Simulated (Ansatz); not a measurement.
KZnF3 (cubic perovskite)

```
CELL_PARAMETERS angstrom
      4.12746     0.00000     0.00000
      0.00000     4.12746     0.00000
      0.00000     0.00000     4.12746
ATOMIC_POSITIONS crystal
  K  0.00000 0.00000 0.00000
  Zn 0.50000 0.50000 0.50000
  F  0.00000 0.50000 0.50000
  F  0.50000 0.00000 0.50000
  F  0.50000 0.50000 0.00000
```

The slice is a {100} plane (indices of the conventional cell) through the point (0.500, 0.500, 0.500) (fractional), spanned by u = [100] and v = [010] in vectors of this cell: u (4.13 Å) and v (4.13 Å, at 90° to u). It covers one period; positions are fractions (u, v).

The numbers are results of PBE (plane waves to 420 eV, PAW, scalar-relativistic; Ansatz, a quantum-chemistry and plane-wave program), not measurements. k mesh 8×8×8. Near the nuclei the fields are pseudised (PAW); where an atom keeps semicore shells as valence, they peak there. KZnF3 was relaxed with its symmetry unable to fall.

Three fields on this plane, each scaled to ten steps between its own extremes (0 low, 9 high; the total valence density on a logarithmic scale, the potential cut 8 eV below its top; x marks points blanked near nuclei; v = 0 in the bottom row):

Map A
```
|xxxxx1xxxxxxxxx1xxxx|
|xxxx035xxxxxxx530xxx|
|xxxx057xxxxxxx750xxx|
|xx0046888xxx8886400x|
|01356899999999986531|
|xx57899999999999875x|
|xxxx8999999999998xxx|
|xxxx8999999999998xxx|
|xxxxx99999999999xxxx|
|xxxxx99999899999xxxx|
|xxxxx99999999999xxxx|
|xxxx8999999999998xxx|
|xxxx8999999999998xxx|
|xx57899999999999875x|
|01356899999999986531|
|xx0046888xxx8886400x|
|xxxx057xxxxxxx750xxx|
|xxxx035xxxxxxx530xxx|
|xxxxx1xxxxxxxxx1xxxx|
|xxxxx0xxxxxxxxx0xxxx|
```

Map B
```
|xxxxx9xxxxxxxxx9xxxx|
|xxxx989xxxxxxx989xxx|
|xxxx878xxxxxxx878xxx|
|xx9876689xxx9866789x|
|99876556677766556789|
|xx98654445554445689x|
|xxxx8643223223468xxx|
|xxxx9642111112469xxx|
|xxxxx75210001257xxxx|
|xxxxx75310001357xxxx|
|xxxxx75210001257xxxx|
|xxxx9642111112469xxx|
|xxxx8643223223468xxx|
|xx98654445554445689x|
|99876556677766556789|
|xx9876689xxx9866789x|
|xxxx878xxxxxxx878xxx|
|xxxx989xxxxxxx989xxx|
|xxxxx9xxxxxxxxx9xxxx|
|xxxxx9xxxxxxxxx9xxxx|
```

Map C
```
|xxxxx1xxxxxxxxx1xxxx|
|xxxx116xxxxxxx611xxx|
|xxxx114xxxxxxx411xxx|
|xx1110269xxx9620111x|
|11110002578752000111|
|xx64200013331000246x|
|xxxx6200000000026xxx|
|xxxx9510000000159xxx|
|xxxxx73000000037xxxx|
|xxxxx83000000038xxxx|
|xxxxx73000000037xxxx|
|xxxx9510000000159xxx|
|xxxx6200000000026xxx|
|xx64200013331000246x|
|11110002578752000111|
|xx1110269xxx9620111x|
|xxxx114xxxxxxx411xxx|
|xxxx116xxxxxxx611xxx|
|xxxxx1xxxxxxxxx1xxxx|
|xxxxx1xxxxxxxxx1xxxx|
```

**Question.** Assign the maps to these fields: electron localisation function (ELF); valence electron density; electrostatic potential energy of an electron, from the cell's mean.

**Answer.** A is the electrostatic potential energy of an electron, from the cell's mean; B is the valence electron density; C is the electron localisation function (ELF).
